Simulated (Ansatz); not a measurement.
Here is the system:

TiNi:
```cif
data_Ni2Ti2
_chemical_formula_sum 'Ti2 Ni2'
_space_group_name_H-M_alt 'Pmma'
_space_group_IT_number 51
_space_group_name_Hall '-P 2a 2a'
_cell_length_a 4.17009
_cell_length_b 2.64043
_cell_length_c 4.55168
_cell_angle_alpha 90.000
_cell_angle_beta 90.000
_cell_angle_gamma 90.000
loop_
_atom_site_label
_atom_site_type_symbol
_atom_site_symmetry_multiplicity
_atom_site_Wyckoff_symbol
_atom_site_fract_x
_atom_site_fract_y
_atom_site_fract_z
_atom_site_occupancy
Ti1 Ti 2 f 0.25000 0.50000 0.71386 1
Ni1 Ni 2 e 0.25000 0.00000 0.18104 1
```

This is the LDA-relaxed structure.

Task: All from plane-wave PAW LDA (Ansatz code), unless another level is named. Give the bulk modulus (Birch–Murnaghan fit).

Result: 167 GPa.

Task: And the highest zone-centre frequency?

Result: 8.34 THz.

The first step of the workflow began from a Materials Project structure, measured or hypothetical; the Crystallography Open Database copy checked does not list it. COD files the formula under space group No. 11, 147. Whether it is the stable phase at ambient conditions was not checked. The LDA relaxation kept the symmetry of its start; whether a distortion lowers the energy is not shown. No spin polarisation was allowed. As this level gives no gap, phonon frequencies hold no LO–TO term and depend on the k-mesh and smearing (Fermi–Dirac, 0.1 eV here).

Potentials: the later of the program's two PAW sets.
